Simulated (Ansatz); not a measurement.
Given:

YIn (CsCl type, Pm-3m), a = b = c = 3.7068 Å, α = β = γ = 90.00°.

This is the PBEsol-relaxed structure.

**Question.** All from plane-wave PAW PBEsol (Ansatz code), unless another level is named. Predict the highest zone-centre frequency.

**Answer.** 134 cm⁻¹.

**Question.** What about the bulk modulus (Birch–Murnaghan fit)?

**Answer.** 63.1 GPa.

**Question.** Next, the elastic constants (relaxed ions, GPa)?

**Answer.** C11 = 72.1, C12 = 59.4, C44 = 50.0.

The workflow started from an entry of the Crystallography Open Database (COD). Whether it is the stable phase at ambient conditions was not checked. Symmetry was held in the PBEsol relaxation; of distortions, only those at the zone centre were tested. The run is not spin-polarised. As this level gives no gap, shear constants depend on the k-mesh and smearing (Fermi–Dirac, 0.1 eV here). As this level gives no gap, phonon frequencies hold no LO–TO term and depend on the k-mesh and smearing (Fermi–Dirac, 0.1 eV here).

Potentials: the later of the program's two PAW sets.
